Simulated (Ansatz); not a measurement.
Q: Each is relaxed and computed with DFT-r²SCAN in the program Ansatz with PAW potentials. Which is the only metal?
A. BaGaGeH, P3m1 (Ba on 1b, Ga on 1a, Ge on 1c, H on 1a)
B. HfO2, fluorite
C. ZnGeAs2, chalcopyrite
D. Hf3Ge2, P4/mbm (Hf on 2a, Hf on 4h, Ge on 4g)

A: D, Hf3Ge2, P4/mbm (Hf on 2a, Hf on 4h, Ge on 4g). Hf3Ge2: metal; BaGaGeH: gap 0.56 eV; HfO2: gap 4.30 eV (direct); ZnGeAs2: gap 0.60 eV (direct). Not the usual ambient phase: HfO2, fluorite. Standing as an ambient phase not checked: Hf3Ge2, P4/mbm (Hf on 2a, Hf on 4h, Ge on 4g); BaGaGeH, P3m1 (Ba on 1b, Ga on 1a, Ge on 1c, H on 1a); ZnGeAs2, chalcopyrite. All cells were relaxed under the symmetry of their starts (and spin orders); stability against distortions was not tested throughout. Rows with no word on spin ran without spin polarisation. Spin–orbit coupling is left out wherever it is not named.

Potentials: the later of the program's two PAW sets.
